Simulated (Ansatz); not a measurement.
Below is a relaxed structure of In3Se. It was relaxed at this level from a Materials Project cell.

Computed with Ansatz 0.2.0, DFT PBE, scalar-relativistic, plane waves, PAW. Cutoff 420 eV, Γ-centred mesh, Gaussian smearing, no spin polarisation.

```
CELL_PARAMETERS angstrom
4.79044 0.00000 0.00000
0.00000 4.79044 0.00000
0.00000 0.00000 4.79044
ATOMIC_POSITIONS crystal
In 0.00000 0.50000 0.50000
In 0.50000 0.00000 0.50000
In 0.50000 0.50000 0.00000
Se 0.00000 0.00000 0.00000
```

The zero of energy is the elements' standard structures at the same level; no fitted shifts are applied.

Task: What space group does it have?

Result: Pm-3m (No. 221), with In and Se ordered on fcc sites. Conventional cell: a = 4.790 Å. In is surrounded by 4 Se at 3.39 Å and 8 In at 3.39 Å; Se is surrounded by 12 In at 3.39 Å.

Task: What is its formation energy per atom?

Result: −0.12 eV/atom.

Task: Is it a metal?

Result: Yes, bands cross the Fermi level on the 10×10×10 mesh.

The last run used a 10×10×10 mesh for its 4-atom cell and Gaussian smearing of 0.10 eV. An odd number of electrons in the primitive cell allows no gap without spin; a larger cell or a magnetic state could open one. The reference form of Se is held partly by dispersion forces, which this level lacks. Symmetry constrained the relaxation, so the result can be a saddle point. Another cell of In3Se relaxed alike, in P-3m1, lies 48 meV/atom lower, so this cell isn't the stable form at this level.
